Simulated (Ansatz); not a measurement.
Si2Ru:
```
CELL_PARAMETERS angstrom
      5.92607     0.00000     0.00000
      0.00000     5.92607     0.00000
      0.00000     0.00000     2.96938
ATOMIC_POSITIONS crystal
  Ru 0.00000 0.00000 0.00000
  Ru 0.50000 0.50000 0.50000
  Si 0.28019 0.28019 0.00000
  Si 0.71981 0.71981 0.00000
  Si 0.21981 0.78019 0.50000
  Si 0.78019 0.21981 0.50000
```

DFT-r²SCAN in the program Ansatz with PAW potentials gives a gap of 0.11 eV without spin–orbit coupling, maximum on the M–A line, 45 % of the way from M, minimum on the Γ–Z line, 62 % of the way from Γ.

Q: What happens when spin–orbit coupling is switched on?

A: The gap increases by 0.01 eV, to 0.12 eV; maximum on the M–A line, 45 % of the way from M, minimum on the Γ–Z line, 62 % of the way from Γ.

Q: Give the electron effective mass with spin–orbit coupling.

A: 0.34, 0.55, 0.55 mₑ (principal values).

Space group P4_2/mnm. The start of the workflow was typed in or built on a structure type; neither database checked (COD, Materials Project) lists it. Its standing as an ambient phase is unchecked. The r²SCAN relaxation kept the symmetry of its start; its stability against distortions is not shown here. No spin polarisation was allowed. The volume moved by 20 % from the start of the relaxation.

Potentials: the later of the program's two PAW sets.
